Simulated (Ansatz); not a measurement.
Data:

ZnS:
```xyz
2
Lattice="-1.7823 1.7823 2.5199 1.7823 -1.7823 2.5199 1.7823 1.7823 -2.5199" Properties=species:S:1:pos:R:3 pbc="T T T"
Zn     0.0000     0.0000     0.0000
S      0.0000     0.0000     2.5199
```

This is the r²SCAN+D4-relaxed structure.

**Question.** All from r²SCAN+D4 in the plane-wave PAW code Ansatz, unless another level is named. Estimate the hole effective mass.

**Answer.** 0.23, 0.71, 5.0 mₑ (principal values).

**Question.** Next, the band gap?

**Answer.** 0.13 eV (indirect).

**Question.** And the electron effective mass?

**Answer.** 0.16, 0.16, 0.46 mₑ (principal values).

**Question.** Predict the conduction-band minimum.

**Answer.** at M.

Space group Fm-3m (rock salt). This is a known high-pressure phase of the composition, computed here at zero pressure and temperature. The r²SCAN+D4 relaxation kept the symmetry of its start; its stability against distortions is not shown here.

Potentials: the later of the program's two PAW sets.
